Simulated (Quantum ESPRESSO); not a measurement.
# Hf2TaF3O5: input and log of a self-consistent run

Simulated, not a measurement. The program is pw.x of Quantum ESPRESSO 7.5 (plane-wave density functional theory). The cell is made up: 11 atoms on a rutile lattice with one site empty, with randomly drawn elements, strain and displacements, not relaxed. PseudoDojo standard norm-conserving files (v0.5 for PBE, v0.4.1 for LDA and PBEsol) set the functional; there is no spin polarisation, spin-orbit coupling or dispersion term, and the masses in the input are unused placeholders.

The hafnium pseudopotential is less sure than the others, with forces about 3 percent (worst 6) and pressure in oxides about 1.5 GPa (worst 2.7) from a second method in checks, which no rerun with the same files tests.

Input:

```
&control calculation='scf', pseudo_dir='./dojo.nc.sr.pbe.v0_5.standard.upf', outdir='./o', disk_io='low', tprnfor=.true., tstress=.true. /
&system ibrav=0, nat=11, ntyp=4, nbnd=50, ecutwfc=105.61755193, nosym=.true., tot_charge=0,
 occupations='smearing', smearing='fd', degauss=0.0018374661
/
&electrons conv_thr=7.350e-09, electron_maxstep=60, /
ATOMIC_SPECIES
F 1.0 F.upf
Hf 1.0 Hf.upf
O 1.0 O.upf
Ta 1.0 Ta.upf
CELL_PARAMETERS angstrom
4.9201 0.0 0.0
0.0 4.9201 0.0
0.0 0.0 6.5062
ATOMIC_POSITIONS angstrom
Hf -0.0233 -0.0421 -0.0451
Ta 2.4721 2.5051 1.6346
Hf 2.4502 2.4459 4.9143
F 1.5027 1.5303 0.0315
F 3.3727 3.3761 -0.049
O 3.9754 0.957 1.5903
O 0.9587 3.9688 1.6284
O 1.5014 1.5049 3.1804
O 3.4435 3.4294 3.2759
O 3.9797 0.9697 4.8963
F 0.9183 3.9659 4.8634
K_POINTS automatic
7 7 6 1 1 1
```

The log is shortened where brackets say so; the opening notice, blank lines, dates and the lines on written files are dropped, and the path of the files is cut. It prints rydbergs, bohrs and kilobars, and counts compression as positive stress. With no partly filled state, the Fermi energy that it prints is only some level between the filled and the empty states on the mesh, and need not lie in the true gap.

```
     Program PWSCF v.7.5
     Parallel version (MPI & OpenMP), running on       4 processor cores
     Number of MPI processes:                 4
     Threads/MPI process:                     1
     [start-up lines left out]
     bravais-lattice index     =            0
     lattice parameter (alat)  =       9.2976  a.u.
     unit-cell volume          =    1062.8497 (a.u.)^3
     number of atoms/cell      =           11
     number of atomic types    =            4
     number of electrons       =        88.00
     number of Kohn-Sham states=           50
     kinetic-energy cutoff     =     105.6176  Ry
     charge density cutoff     =     422.4702  Ry
     scf convergence threshold =      7.3E-09
     mixing beta               =       0.7000
     number of iterations used =            8  plain     mixing
     Exchange-correlation= PBE
                           (   1   4   3   4   0   0   0)
     [axes and pseudopotential details left out]
   Cartesian axes
     site n.     atom                  positions (alat units)
         1        Hf     tau(   1) = (  -0.0047357  -0.0085567  -0.0091665  )
         2        Ta     tau(   2) = (   0.5024491   0.5091563   0.3322290  )
         3        Hf     tau(   3) = (   0.4979980   0.4971240   0.9988212  )
         4        F      tau(   4) = (   0.3054206   0.3110303   0.0064023  )
         5        F      tau(   5) = (   0.6854942   0.6861852  -0.0099591  )
         6        O      tau(   6) = (   0.8079917   0.1945082   0.3232251  )
         7        O      tau(   7) = (   0.1948538   0.8066503   0.3309689  )
         8        O      tau(   8) = (   0.3051564   0.3058678   0.6464096  )
         9        O      tau(   9) = (   0.6998841   0.6970184   0.6658198  )
        10        O      tau(  10) = (   0.8088657   0.1970895   0.9951627  )
        11        F      tau(  11) = (   0.1866425   0.8060609   0.9884758  )
     number of k points=   147  Fermi-Dirac smearing, width (Ry)=  0.0018
     Number of k-points >= 100: set verbosity='high' to print them.
     Dense  grid:   155637 G-vectors     FFT dimensions: (  64,  64,  81)
     Estimated max dynamical RAM per process >     801.91 MB
     Estimated total dynamical RAM >       3.02 GB
     Initial potential from superposition of free atoms
     starting charge      87.9953, renormalised to      88.0000
     Starting wfcs are   62 randomized atomic wfcs
     total cpu time spent up to now is       30.4 secs
     per-process dynamical memory:   702.1 Mb
     Self-consistent Calculation
     iteration #  1     ecut=   105.62 Ry     beta= 0.70
     Davidson diagonalization with overlap
     ethr =  1.00E-02,  avg # of iterations =  2.0
     total cpu time spent up to now is       97.6 secs
     total energy              =    -666.96408955 Ry
     estimated scf accuracy    <       5.27685182 Ry
     iteration #  2     ecut=   105.62 Ry     beta= 0.70
     Davidson diagonalization with overlap
     ethr =  6.00E-03,  avg # of iterations =  6.8
     total cpu time spent up to now is      211.7 secs
     total energy              =    -660.43297966 Ry
     estimated scf accuracy    <      71.41133637 Ry
     iteration #  3     ecut=   105.62 Ry     beta= 0.70
     Davidson diagonalization with overlap
     ethr =  6.00E-03,  avg # of iterations =  6.9
     total cpu time spent up to now is      320.4 secs
     total energy              =    -670.00210142 Ry
     estimated scf accuracy    <       1.25481066 Ry
     iteration #  4     ecut=   105.62 Ry     beta= 0.70
     Davidson diagonalization with overlap
     ethr =  1.43E-03,  avg # of iterations =  2.2
     total cpu time spent up to now is      392.8 secs
     total energy              =    -669.99232227 Ry
     estimated scf accuracy    <       0.63987741 Ry
     iteration #  5     ecut=   105.62 Ry     beta= 0.70
     Davidson diagonalization with overlap
     ethr =  7.27E-04,  avg # of iterations =  1.0
     total cpu time spent up to now is      455.0 secs
     total energy              =    -669.92924404 Ry
     estimated scf accuracy    <       0.28716161 Ry
     [iterations 6 to 13 left out]
     iteration # 14     ecut=   105.62 Ry     beta= 0.70
     Davidson diagonalization with overlap
     ethr =  7.26E-09,  avg # of iterations =  5.1
     total cpu time spent up to now is     1208.5 secs
     total energy              =    -669.96548957 Ry
     estimated scf accuracy    <       0.00000423 Ry
     iteration # 15     ecut=   105.62 Ry     beta= 0.70
     Davidson diagonalization with overlap
     ethr =  4.80E-09,  avg # of iterations =  2.0
     total cpu time spent up to now is     1287.4 secs
     total energy              =    -669.96548980 Ry
     estimated scf accuracy    <       0.00000079 Ry
     iteration # 16     ecut=   105.62 Ry     beta= 0.70
     Davidson diagonalization with overlap
     ethr =  8.96E-10,  avg # of iterations =  4.6
     total cpu time spent up to now is     1375.6 secs
     total energy              =    -669.96548993 Ry
     estimated scf accuracy    <       0.00000018 Ry
     iteration # 17     ecut=   105.62 Ry     beta= 0.70
     Davidson diagonalization with overlap
     ethr =  2.08E-10,  avg # of iterations =  4.4
     total cpu time spent up to now is     1468.9 secs
     total energy              =    -669.96548995 Ry
     estimated scf accuracy    <       0.00000004 Ry
     iteration # 18     ecut=   105.62 Ry     beta= 0.70
     Davidson diagonalization with overlap
     ethr =  4.98E-11,  avg # of iterations =  4.4
     total cpu time spent up to now is     1564.2 secs
     End of self-consistent calculation
     Number of k-points >= 100: set verbosity='high' to print the bands.
     the Fermi energy is     7.4919 ev
!    total energy              =    -669.96548996 Ry
     estimated scf accuracy    <          1.4E-09 Ry
     smearing contrib. (-TS)   =      -0.00000000 Ry
     internal energy E=F+TS    =    -669.96548996 Ry
     The total energy is F=E-TS. E is the sum of the following terms:
     one-electron contribution =    -261.68886047 Ry
     hartree contribution      =     168.28574021 Ry
     xc contribution           =    -160.82380333 Ry
     ewald contribution        =    -415.73856638 Ry
     convergence has been achieved in  18 iterations
     Forces acting on atoms (cartesian axes, Ry/au):
     atom    1 type  2   force =    -0.05860547    0.10065864    0.11071165
     atom    2 type  4   force =    -0.00926561   -0.02806767    0.51162329
     atom    3 type  2   force =     0.07406219   -0.10006269   -0.42049956
     atom    4 type  1   force =    -0.02758676   -0.02555935   -0.00496429
     atom    5 type  1   force =     0.03714670    0.04490430    0.01549020
     atom    6 type  3   force =    -0.06783673    0.06211760   -0.13845623
     atom    7 type  3   force =     0.08125208   -0.08007085   -0.13964700
     atom    8 type  3   force =     0.10053985    0.10763583   -0.04189891
     atom    9 type  3   force =    -0.11016352   -0.09519378   -0.04393731
     atom   10 type  3   force =    -0.05120958    0.04195708    0.11404053
     atom   11 type  1   force =     0.03166686   -0.02831912    0.03753761
     Total force =     0.783054     Total SCF correction =     0.000067
     Computing stress (Cartesian axis) and pressure
          total   stress  (Ry/bohr**3)                   (kbar)     P=     -126.17
  -0.00064773   0.00076115  -0.00006775          -95.28      111.97       -9.97
   0.00076115  -0.00062733   0.00011294          111.97      -92.28       16.61
  -0.00006775   0.00011294  -0.00129805           -9.97       16.61     -190.95
     init_run     :     28.75s CPU     29.89s WALL (       1 calls)
     electrons    :   1523.98s CPU   1533.74s WALL (       1 calls)
     forces       :     12.13s CPU     12.27s WALL (       1 calls)
     stress       :     44.77s CPU     46.26s WALL (       1 calls)
     [timing details left out]
     PWSCF        :  26m50.46s CPU  27m 3.22s WALL
     JOB DONE.
```

In other units: free energy -9115.345 eV for the cell, pressure -12.62 GPa, largest force component 13.154 eV/Å. This run is the check on a run of the same cell at a cutoff of 1143 eV and k mesh 5 x 5 x 4: rerunning at a cutoff of 1437 eV and k mesh 7 x 7 x 6 moved values by no more than 0.004 eV in energy, 0.03 GPa in stress and 0.002 eV/Å in force.